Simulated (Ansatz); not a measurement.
AlGaAs2:
```
CELL_PARAMETERS angstrom
      4.05921     0.00000     0.00000
      0.00000     4.05921     0.00000
      0.00000     0.00000    11.45838
ATOMIC_POSITIONS crystal
  Ga 0.50000 0.00000 0.87474
  As 0.00000 0.00000 0.00000
  Ga 0.00000 0.50000 0.12526
  As 0.50000 0.50000 0.25105
  Al 0.50000 0.00000 0.37529
  As 0.00000 0.00000 0.50000
  Al 0.00000 0.50000 0.62471
  As 0.50000 0.50000 0.74895
```

Relaxed with PBE. Special points in fractions of this cell's reciprocal vectors: Γ (0.000, 0.000, 0.000); X (0.000, 0.500, 0.000); M (0.500, 0.500, 0.000); Z (0.000, 0.000, 0.500); R (0.000, 0.500, 0.500); A (0.500, 0.500, 0.500).

Q: List the band energies nearest the valence-band maximum at these points for DFT-PBE in the program Ansatz with PAW potentials.

A: In eV from the valence-band maximum; about four levels below and three above (degenerate sets whole), none deeper than 8.9 eV; points with the same levels are listed once.

```tsv
k	below	above
Γ	-1.44 -1.44 -0.01 0.00 0.00	0.90 1.50 1.90
X	-0.93 -0.93 -0.91 -0.89	1.37 1.40 3.03 3.03
M	-2.30 -2.30 -2.30 -2.30	1.50 1.53 1.96 1.96
Z	-0.66 -0.66 -0.43 -0.43	1.52 1.85 2.15
R	-1.08 -1.04 -0.92 -0.90	2.10 2.16 2.69
A	-2.66 -2.64 -2.64 -2.63	2.30 2.51 2.61
```

Space group P-4m2. The start of the workflow was typed in or built on a structure type; neither database checked (COD, Materials Project) lists it. Its standing as an ambient phase is unchecked. Symmetry was held in the PBE relaxation; whether a distortion lowers the energy is not shown. Scalar-relativistic: spin–orbit coupling is off unless named, which matters more the heavier the elements.

Potentials: the earlier of the program's two PAW sets.
